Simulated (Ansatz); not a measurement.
AlCr2C:
```
CELL_PARAMETERS angstrom
      2.81250     0.00000     0.00000
     -1.40625     2.43570     0.00000
      0.00000     0.00000    12.59488
ATOMIC_POSITIONS crystal
  Al 0.66667 0.33333 0.25000
  Al 0.33333 0.66667 0.75000
  Cr 0.33333 0.66667 0.41567
  Cr 0.66667 0.33333 0.58433
  Cr 0.66667 0.33333 0.91567
  Cr 0.33333 0.66667 0.08433
  C  0.00000 0.00000 0.50000
  C  0.00000 0.00000 0.00000
```

This is the PBEsol-relaxed structure. Cartesian axes are those of the cell as given.

### Question
All from the program Ansatz at the PBEsol level (PAW), unless another level is named. Estimate the bulk modulus (Birch–Murnaghan fit).

### Answer
2010 kbar.

### Question
And the elastic constants (relaxed ions, GPa)?

### Answer
C11 = 388, C12 = 88.0, C13 = 119, C33 = 385, C44 = 144.

Space group P6_3/mmc. The cell was relaxed with PBEsol under the symmetry of its start. No spin polarisation was allowed. As this level gives no gap, shear constants depend on the k-mesh and smearing (Fermi–Dirac, 0.1 eV here). On the denser mesh and wider smearing of the elastic run this cell carries a stress of 0.4 GPa.

Potentials: the earlier of the program's two PAW sets. The files were generated under PBE; for other functionals the program regenerates the frozen cores, and for LDA and PBEsol the local potential too.
